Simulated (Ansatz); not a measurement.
SnO2:
```
SnO2
1.0
    3.21643     0.00000     0.00000
   -1.60821     2.78551     0.00000
    0.00000     0.00000     4.59343
Sn O
1 2
Cartesian
  0.00000   0.00000   0.00000
  0.00000   1.85700   1.01072
  1.60821   0.92850   3.58272
```

Relaxed with PBE+D3(BJ). DFT-PBE+D3(BJ) in the program Ansatz with PAW potentials gives a gap of 1.87 eV.

What gap does HSE06 give on the same cell (Ansatz, PAW)?

3.40 eV, 1.53 eV more. The hybrid was solved on a coarser mesh and at special points; its gap is the smallest among all of these.

```csv
k,v1 PBE+D3(BJ),c1 PBE+D3(BJ),v1 HSE06,c1 HSE06
Γ,-0.06,1.87,-0.05,3.40
A,-0.89,3.36,-0.78,4.95
K,-0.68,6.07,…,…
H,-0.09,6.16,…,…
M,-0.36,5.34,…,…
L,-0.40,5.22,…,…
```

Top valence (v1) and lowest conduction level (c1) in eV from each method's valence maximum (which need not be a listed point): supply the withheld HSE06 values.


- L, v1 HSE06: -0.41
- L, c1 HSE06: 7.08
- K, v1 HSE06: -0.69
- K, c1 HSE06: 8.07
- H, v1 HSE06: -0.05
- H, c1 HSE06: 8.17
- M, v1 HSE06: -0.33
- M, c1 HSE06: 7.22

Cost on shared cores: the PBE+D3(BJ) run (SCF on a 10×10×6 mesh, then bands and DOS) roughly 11 core-seconds, the HSE06 run (SCF on 7×7×5, then a few points) about 60 core-seconds (a rough figure); the tasks are unlike.

Space group P-3m1 (CdI2 type). A made-up cell: these elements were put on the sites of a structure type; neither database checked (COD, Materials Project) lists it. It is not the phase usual at ambient conditions (space group No. 136). Symmetry was held in the PBE+D3(BJ) relaxation; phonons on a q-mesh show no instability. Scalar-relativistic: spin–orbit coupling is off unless named, which matters more the heavier the elements.

Potentials: the later of the program's two PAW sets.
